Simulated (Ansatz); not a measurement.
W:
```xyz
2
Lattice="2.7556 0.0000 0.0000 -1.3778 2.3864 0.0000 0.0000 0.0000 4.9601" Properties=species:S:1:pos:R:3 pbc="T T T"
W      0.0000     1.5909     3.7201
W      1.3778     0.7955     1.2400
```

Relaxed with r²SCAN.

Problem. Map the electron localisation function on the plane through (0.333, 0.667, 0.750) spanned by u = [1, 1, 0] and v = [1, -1, 0] in lattice vectors, from r²SCAN (plane waves, PAW; program Ansatz).

Solution. x is the fraction of u, y of v (the angle between them is 90°; rows are the nearest grid lines); atoms in the plane: W at (0.00, 0.00), W at (0.50, 0.50).
```
y \ x   0.000  0.0625  0.188  0.250  0.375  0.438  0.562  0.625  0.750  0.812  0.938   1.00
------  -----  ------  -----  -----  -----  -----  -----  -----  -----  -----  -----  -----
1.00    0.045   0.147  0.702  0.669  0.283  0.304  0.304  0.283  0.669  0.702  0.147  0.045
0.917   0.600   0.643  0.687  0.542  0.259  0.334  0.334  0.259  0.542  0.687  0.643  0.600
0.833   0.561   0.534  0.344  0.269  0.359  0.442  0.442  0.359  0.269  0.344  0.534  0.561
0.750   0.323   0.329  0.362  0.366  0.316  0.294  0.294  0.316  0.366  0.362  0.329  0.323
0.708   0.483   0.475  0.381  0.311  0.269  0.283  0.283  0.269  0.311  0.381  0.475  0.483
0.625   0.509   0.445  0.290  0.399  0.669  0.702  0.702  0.669  0.399  0.290  0.445  0.509
0.542   0.392   0.324  0.433  0.649  0.600  0.326  0.326  0.600  0.649  0.433  0.324  0.392
0.458   0.369   0.305  0.419  0.639  0.595  0.325  0.325  0.595  0.639  0.419  0.305  0.369
0.375   0.444   0.390  0.264  0.378  0.669  0.708  0.708  0.669  0.378  0.264  0.390  0.444
0.292   0.420   0.417  0.354  0.302  0.283  0.306  0.306  0.283  0.302  0.354  0.417  0.420
0.250   0.286   0.294  0.346  0.366  0.344  0.329  0.329  0.344  0.366  0.346  0.294  0.286
0.167   0.542   0.518  0.348  0.283  0.406  0.508  0.508  0.406  0.283  0.348  0.518  0.542
0.0833  0.595   0.642  0.697  0.561  0.285  0.371  0.371  0.285  0.561  0.697  0.642  0.595
0.000   0.045   0.147  0.702  0.669  0.283  0.304  0.304  0.283  0.669  0.702  0.147  0.045
```

The density is the valence pseudo-density with augmentation charge, so density and ELF within about 1 Å of a nucleus are not all-electron values.

Space group P6_3/mmc (hcp (Mg type)). The start of the workflow was typed in or built on a structure type; the Crystallography Open Database copy checked does not list it. It is not the phase usual at ambient conditions (space group No. 229). The cell was relaxed with r²SCAN under the symmetry of its start; whether a distortion lowers the energy is not shown. The run is not spin-polarised. Scalar-relativistic: spin–orbit coupling is off unless named, which matters more the heavier the elements.

Potentials: the earlier of the program's two PAW sets.
